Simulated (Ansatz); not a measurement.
Here is the system:

AlN:
```
CELL_PARAMETERS angstrom
      5.29389     0.00000     0.00000
      0.00000     5.29389     0.00000
      0.00000     0.00000     3.10871
ATOMIC_POSITIONS crystal
  Al 0.32286 0.67714 0.00000
  Al 0.67714 0.32286 0.00000
  Al 0.82286 0.82286 0.50000
  Al 0.17714 0.17714 0.50000
  N  0.31530 0.31530 0.00000
  N  0.68470 0.68470 0.00000
  N  0.18470 0.81530 0.50000
  N  0.81530 0.18470 0.50000
```

This is the PBEsol-relaxed structure.

Task: All from the program Ansatz at the PBEsol level (PAW), unless another level is named. Estimate the electronic dielectric constant ε∞ (DFPT).

Result: 4.47 (xx = yy), 4.35 (zz).

Task: What about the Born charges (a third of the trace)?

Result: Al +2.55, N -2.55 e.

Task: What about the static dielectric constant ε0 (ions relaxed, cell fixed)?

Result: 8.83 (xx = yy), 7.31 (zz).

Space group P4_2/mnm. The start of the workflow was typed in or built on a structure type; neither database checked (COD, Materials Project) lists it. It is not the phase usual at ambient conditions (space group No. 186, 216). The cell was relaxed with PBEsol under the symmetry of its start; whether a distortion lowers the energy is not shown.

Potentials: the earlier of the program's two PAW sets. The files were generated under PBE; for other functionals the program regenerates the frozen cores, and for LDA and PBEsol the local potential too.
